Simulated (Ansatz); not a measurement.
**TiSi, first-principles data**

TiSi:
```
TiSi
1.0
    1.80443    -2.06613     0.00000
    1.80443     2.06613     0.00000
    0.00000     0.00000     3.78914
Ti Si
1 1
Direct
  0.50000   0.50000   0.00000
  0.00000   0.00000   0.50000
```

Space group Cmmm (No. 65); conventional cell a = 3.6089 Å, b = 4.1323 Å, c = 3.7891 Å, α = 90.00°, β = 90.00°, γ = 90.00°.

Method: DFT-PBEsol in the program Ansatz with PAW potentials. Geometry: relaxed at this level of theory. Other levels are named where they apply.

### Cell and energy

```yaml
volume_per_atom: 14.13 Å³
density: 4.46 g/cm³
Formation energy from the elements (no fitted shifts): -0.62 eV/atom
```

### Electronic structure

```yaml
electronic_character: metallic (no gap)
Density of states at the Fermi level: 0.50 states/eV per atom (mean over ±0.08 eV)
```

### Mechanics

```yaml
Bulk modulus (Birch–Murnaghan fit): 139 GPa
Pressure derivative B′: 4.5
Elastic constants (relaxed ions, GPa): C11 = 220, C22 = 160, C33 = 270, C12 = 112, C13 = 123, C23 = 104, C44 = 15.0, C55 = 162, C66 = 93.2
mechanical_stability: stable (all eigenvalues of C positive)
hill_bulk_and_shear_moduli: 143 and 57.2 GPa
Young's modulus: 151 GPa
Poisson's ratio: 0.32
debye_temperature_from_the_elastic_constants: 494 K
```

### Phonons

```yaml
highest_zone_centre_frequency: 10.89 THz
zone_centre_stability: no imaginary mode at Γ
```

The first step of the workflow began from a Materials Project structure, measured or hypothetical; the Crystallography Open Database copy checked does not list it. COD files the formula under space group No. 25, so this cell is another polymorph or a model. Its standing as an ambient phase is unchecked. The PBEsol relaxation kept the symmetry of its start. No spin polarisation was allowed. As this level gives no gap, shear constants depend on the k-mesh and smearing (Fermi–Dirac, 0.1 eV here). As this level gives no gap, phonon frequencies hold no LO–TO term and depend on the k-mesh and smearing (Fermi–Dirac, 0.1 eV here). The references are the lowest solids computed at this level, not always the standard phases.

Potentials: the later of the program's two PAW sets.
